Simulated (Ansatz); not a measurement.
All numbers below come from DFT PBE, scalar-relativistic, plane waves, PAW (Ansatz). Cutoff 420 eV, Γ-centred meshes of about 0.25 Å⁻¹ or finer for metals and 0.3 Å⁻¹ for insulators (2π included), Gaussian smearing. No spin polarisation.

Relaxed structures of MgSn₆N, with energies over the first row. Coordination counts Mg or Sn atoms around N (for each partner element, those within 1.25 times its shortest distance or 1.15 times the sum of covalent radii, where it is the nearest in units of that sum or under 1.3).

```json
{"#": "1", "form": "P4/mmm", "sites": "Mg 1a; Sn 2h, 2h, 2g; N 1c", "V (Å³/atom)": "24.0", "coordination": "N 6", "ΔE (meV/atom)": "0"}
{"#": "2", "form": "R-3", "sites": "Mg 3a; Sn 18f; N 3b", "V (Å³/atom)": "25.1", "coordination": "N 6", "ΔE (meV/atom)": "274"}
```

A further structure, relaxed alike:

```xyz
8
Lattice="7.0511 0.0000 0.0000 -3.5255 6.1064 0.0000 0.0000 0.0000 4.8090" Properties=species:S:1:pos:R:3 pbc="T T T"
Mg    0.0000    4.0709    2.4045
Sn    4.4188    4.0911    3.6869
Sn    1.2987    1.7812    3.6869
Sn    5.7524    1.7812    1.1221
Sn    2.6323    4.0911    1.1221
Sn    2.1919    0.2341    1.1221
Sn    4.8592    0.2341    3.6869
N     0.0000    0.0000    0.0000
```

**Question.** Place it among the others.

**Answer.** It is the highest, 324 meV/atom above row 1, with space group P312 (No. 149) and 25.9 Å³/atom. Counting Mg or Sn atoms around N, this cell and row 1 both have N 6. Around Mg lie 6 Sn at 2.93 Å; around Sn lie 1 N at 2.47 Å, 1 Sn at 2.87 Å and 1 Mg at 2.93 Å; N has 6 Sn at 2.47 Å.

With atoms moved at random, row 1 (by 37 meV/atom) fell into a lower structure. Row 2 and the further cell had no clear such test and can be saddle points.
